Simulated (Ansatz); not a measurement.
# Field gradients of HfSiO₄ from run to run

Cell of run 1: an entry of the Crystallography Open Database (COD), taken as it stands.

```cif
data_HfSiO4
_symmetry_space_group_name_H-M 'I4_1/amd:1'
_symmetry_Int_Tables_number 141
_cell_length_a 6.5725
_cell_length_b 6.5725
_cell_length_c 5.9632
_cell_angle_alpha 90.000
_cell_angle_beta 90.000
_cell_angle_gamma 90.000
loop_
_atom_site_label
_atom_site_type_symbol
_atom_site_symmetry_multiplicity
_atom_site_Wyckoff_symbol
_atom_site_fract_x
_atom_site_fract_y
_atom_site_fract_z
Hf Hf 4 a 0.0000 0.5000 0.2500
Si Si 4 b 0.5000 0.0000 0.2500
O O 16 h 0.5000 0.3155 0.8198
```

One atom of each set is listed; the run and its k-mesh use a cell of 12 atoms with edges of 5.52, 5.52, 5.52 Å.

Relaxed positions (PBE, cell held):

Hf (0.0000, 0.5000, 0.2500)
Si (0.5000, 0.0000, 0.2500)
O (0.5000, 0.3147, 0.8193)

All runs are DFT with Ansatz 0.2.0 (plane waves and PAW, scalar-relativistic unless spin–orbit coupling is named, Γ-centred meshes, Fermi–Dirac smearing where given) in this cell.

Run 1: PBE, atoms as given; 420 eV, 5×5×5 k-points, smearing 0.02 eV.
Run 2: PBE, atoms relaxed; 420 eV, 5×5×5 k-points, smearing 0.02 eV.
Run 3: r2SCAN, at the relaxed atoms; 500 eV, 5×5×5 k-points, smearing 0.02 eV.

```
run   Hf V_zz (η)   Si V_zz (η)   O V_zz (η)
  1  13.07 (0.00)  -2.11 (0.00)  4.69 (0.87)
  2  14.30 (0.00)  -2.06 (0.00)  4.79 (0.86)
  3             ?             ?            ?
```

V_zz in 10²¹ V/m².

Q: Estimate the row of run 3.

A: Hf: 14.86 (0.00); Si: -2.12 (0.00); O: 4.75 (0.83). It lies nearest to run 2, from whose tensors on these sites it differs by 0.56 at most (largest principal value of the difference, on Hf). Taken one at a time, the positions of the atoms (as given or relaxed) move the tensors on these sites by up to 1.22 (largest principal value of the change, on Hf), the functional (r2SCAN with its higher cutoff) by 0.56 (Hf).

Without spin–orbit coupling the gradients at and beside Hf can be off by some per cent, at some sites by more. In runs 1, 3 the atoms aren't at the calculated equilibrium (largest force 0.34, 0.28 eV/Å). The cell isn't the equilibrium one in runs 1, 2 (calculated pressure 7, 7 GPa), and the entry's cell may itself be off.
